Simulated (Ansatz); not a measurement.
Here is an unrelaxed guess for RbNaPt6.

```cif
data_structure
_symmetry_space_group_name_H-M 'P4/mmm'
_symmetry_Int_Tables_number 123
_cell_length_a 4.2538
_cell_length_b 4.2538
_cell_length_c 8.4817
_cell_angle_alpha 90.000
_cell_angle_beta 90.000
_cell_angle_gamma 90.000
_cell_volume 153.47
loop_
_atom_site_label
_atom_site_type_symbol
_atom_site_symmetry_multiplicity
_atom_site_Wyckoff_symbol
_atom_site_fract_x
_atom_site_fract_y
_atom_site_fract_z
_atom_site_occupancy
Rb1 Rb 1 a 0.00000 0.00000 0.00000 1
Na1 Na 1 b 0.00000 0.00000 0.50000 1
Pt1 Pt 1 c 0.50000 0.50000 0.00000 1
Pt2 Pt 1 d 0.50000 0.50000 0.50000 1
Pt3 Pt 4 i 0.50000 0.00000 0.24156 1
```

Computed with DFT PBE, scalar-relativistic, plane waves, PAW (Ansatz 0.2.0). Plane waves to 420 eV, a k mesh through Γ of 4×4×2 on the computed 8-atom cell and Gaussian smearing (0.10 eV); no spin polarisation.

Energies over the elements count from the elements' standard structures at the same level, with no fitted energy shifts.

Task: How far from equilibrium is it?

Result: The pressure is -8.2 GPa (the mean over three directions, positive in compression), the largest force is 1.18 eV/Å, and the energy is +0.46 eV/atom against the elements. The shortest distance is 2.95 Å.

Task: How much does it gain on relaxing, and where does it end?

Result: Relaxing gains about 0.15 eV/atom (the start's value is from the coarse mesh, so the gain is rough) in 12 ionic steps and ends at +0.32 eV/atom on the finer mesh. The symmetry stays P4/mmm (No. 123). The volume per atom shrinks by 8.7 %, from 19.2 to 17.5 Å³. The shortest distance goes from 2.95 Å (Rb–Pt and Pt–Pt) to 2.79 Å (Na–Pt and Pt–Pt). Conventional cell: a = 4.111 Å, c = 8.295 Å. Rb is surrounded by 12 Pt at 2.91–3.06 Å, 4 Rb at 4.11 Å and 2 Na at 4.15 Å; around Na lie 12 Pt at 2.79–2.91 Å, 4 Na at 4.11 Å and 2 Rb at 4.15 Å; Pt on a site of symmetry 4/mmm is surrounded by 4 Rb at 2.91 Å and 8 Pt at 3.06 Å; 2 more sites not described.

The last run used a 10×10×6 mesh (in the run's order of axes) for its 8-atom cell and Gaussian smearing of 0.10 eV. Spin–orbit coupling, which can matter for Pt, is left out. The relaxation can't lower the symmetry of the start. A structure relaxed within its symmetry needn't be a true minimum.
